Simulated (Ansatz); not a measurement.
VGe2:
```
VGe2
1.0
    4.74914     0.00000     0.00000
   -2.37457     4.11287     0.00000
    0.00000     0.00000     6.54795
V Ge
3 6
Direct
  0.50000   0.00000   0.00000
  0.50000   0.50000   0.33333
  0.00000   0.50000   0.66667
  0.83365   0.66730   0.00000
  0.16635   0.83365   0.33333
  0.33270   0.16635   0.66667
  0.16635   0.33270   0.00000
  0.83365   0.16635   0.33333
  0.66730   0.83365   0.66667
```

Relaxed with PBEsol. Special points in fractions of this cell's reciprocal vectors: Γ (0.000, 0.000, 0.000); M (0.500, 0.000, 0.000); K (0.333, 0.333, 0.000); A (0.000, 0.000, 0.500); L (0.500, 0.000, 0.500); H (0.333, 0.333, 0.500).

Question: List the band energies nearest the Fermi level at these points for PBEsol (plane waves, PAW; program Ansatz).

Answer: In eV from the Fermi level; about four levels below and three above (degenerate sets whole), none deeper than 8.9 eV; points with the same levels are listed once.

```tsv
k	below	above
Γ	-1.96 -1.96 -1.72 -1.72 -1.59	0.38 1.70 1.94 1.94
M	-1.47 -1.30 -0.72 -0.41	0.01 0.10 0.42
K	-1.40 -1.40 -1.22 -1.16 -1.16	0.25 0.29 0.29
A	-1.74 -1.74 -1.72 -1.44	0.42 0.42 1.51
L	-1.34 -1.28 -0.47 -0.14	0.68 0.92 1.29
H	-0.48 -0.48 -0.09 -0.09	0.43 0.95 1.57 1.57
```

Space group P6_222. The first step of the workflow began from a Materials Project structure, measured or hypothetical; the Crystallography Open Database copy checked does not list it. Whether it is the stable phase at ambient conditions was not checked. The cell was relaxed with PBEsol under the symmetry of its start; its stability against distortions is not shown here. The workflow began spin-polarised and lost its moments. Scalar-relativistic: spin–orbit coupling is off unless named, which matters more the heavier the elements.

Potentials: the later of the program's two PAW sets.
